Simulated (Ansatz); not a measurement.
The relaxed structure here is a generated cell of ScSi: the first start was made by placing the elements on the sites of a structure type, and the end was not matched to a known phase here, so it may be hypothetical.

One starting cell of ScSi (a generated trial cell of ScSi in the AFLOW prototype AB_tP4_129_a_c (B10, as in PbO)) was relaxed twice with Ansatz (plane waves, PAW, scalar-relativistic): with PBEsol at 420 eV and with PBE at 420 eV. The PBEsol result:

```
CELL_PARAMETERS angstrom
      2.94990     0.00000     0.00000
      0.00000     2.94990     0.00000
      0.00000     0.00000     3.88724
ATOMIC_POSITIONS crystal
  Sc 0.50000 0.50000 0.50000
  Si 0.00000 0.00000 0.00000
```

```tsv
quantity	PBEsol	PBE
space group	P4/mmm	P4/mmm
volume (Å³/atom)	16.91	17.51
a (Å)	2.950	2.990
c (Å)	3.887	3.918
gap (eV, no spin-orbit coupling)	0.00	0.00
```

Both levels end in the same structure; PBE's volume is 3.5 % larger. Neither column is exact.

No spin polarisation in the result. The relaxed primitive cell holds an odd number of electrons. A magnetic state may lie lower.

The run could not lose the symmetry of its start: the end is stationary, and may be a saddle point rather than a minimum.

Ansatz is a first-principles code.
